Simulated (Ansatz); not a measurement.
HfSiSe:
Space group P4/nmm, origin choice 1 (No. 129); a = b = 3.578 Å, c = 8.246 Å, α = β = γ = 90.00°

```json
[
 {"atom": "Hf", "site": "2c", "symmetry": "4mm", "x": "0.5000", "y": "0.0000", "z": "0.2556"},
 {"atom": "Si", "site": "2a", "symmetry": "-4m2", "x": "0.0000", "y": "0.0000", "z": "0.0000"},
 {"atom": "Se", "site": "2c", "symmetry": "4mm", "x": "0.0000", "y": "0.5000", "z": "0.3794"}
]
```

Relaxed with PBEsol.

**Question.** Which orbitals make up the states near the Fermi level in plane-wave PAW PBEsol (Ansatz code)?

**Answer.** Within 0.5 eV of the Fermi level: Hf 5d 58 %, Si 3p 18 %, Se 4p 12 %, outside the projected shells 6 %. Projections are on Löwdin-orthogonalised atomic valence shells; empty p or d shells of many metals are not among them.

**Question.** Tabulate the density of states.

**Answer.** States/eV per cell of 6 atoms, in 0.25 eV bins, energy from the Fermi level.

```
E (eV)  total  Hf 5d  Se 4p  Si 3p
------  -----  -----  -----  -----
-7.85    0.70   0.12   0.03   0.21
-7.60    0.77   0.14   0.04   0.21
-7.35    0.88   0.17   0.05   0.19
-7.10    0.86   0.14   0.20   0.20
-6.85    1.49   0.24   0.61   0.26
-6.60    3.73   0.63   2.06   0.43
-6.35    5.18   0.88   3.08   0.51
-6.10    2.58   0.43   1.32   0.38
-5.85    1.71   0.29   0.77   0.34
-5.60    2.13   0.38   1.02   0.40
-5.35    2.07   0.36   0.96   0.41
-5.10    2.26   0.37   0.97   0.54
-4.85    2.62   0.46   1.17   0.60
-4.60    2.70   0.56   1.27   0.50
-4.35    3.30   0.73   1.69   0.50
-4.10    4.24   0.92   2.35   0.59
-3.85    5.16   1.23   2.91   0.68
-3.60    5.71   1.25   3.23   0.91
-3.35    4.29   1.13   2.13   0.80
-3.10    3.72   1.03   1.51   0.97
-2.85    3.06   0.90   1.06   0.91
-2.60    2.68   0.86   0.74   0.91
-2.35    4.77   1.67   0.98   1.84
-2.10    5.12   1.91   0.97   2.00
-1.85    3.61   1.45   0.76   1.22
-1.60    2.99   1.25   0.70   0.88
-1.35    2.38   0.94   0.63   0.66
-1.10    1.53   0.54   0.43   0.44
-0.85    1.07   0.40   0.26   0.32
-0.60    1.01   0.48   0.15   0.27
-0.35    1.27   0.67   0.17   0.30
-0.10    0.60   0.32   0.08   0.12
0.15     1.03   0.66   0.10   0.13
0.40     1.82   1.12   0.19   0.28
0.65     1.11   0.63   0.17   0.19
0.90     2.43   1.66   0.24   0.25
1.15     3.47   2.35   0.27   0.28
1.40     3.28   2.14   0.29   0.25
1.65     3.40   2.10   0.34   0.31
1.90     3.13   1.79   0.28   0.32
2.15     5.10   3.04   0.44   0.57
2.40     5.26   3.02   0.44   0.55
2.65     6.40   3.68   0.49   0.61
2.90     6.32   3.65   0.43   0.63
3.15     4.09   2.39   0.38   0.34
3.40     3.93   2.38   0.42   0.27
3.65     5.24   2.98   0.57   0.39
3.90     4.54   2.12   0.57   0.48
4.15     4.68   2.01   0.61   0.59
```

The first step of the workflow began from a Materials Project structure, measured or hypothetical; the Crystallography Open Database files this formula in space group No. 129, but the cells were not matched. Its standing as an ambient phase is unchecked. Symmetry was held in the PBEsol relaxation; its stability against distortions is not shown here. The run is not spin-polarised. Scalar-relativistic: spin–orbit coupling is off unless named, which matters more the heavier the elements.

Potentials: the later of the program's two PAW sets.
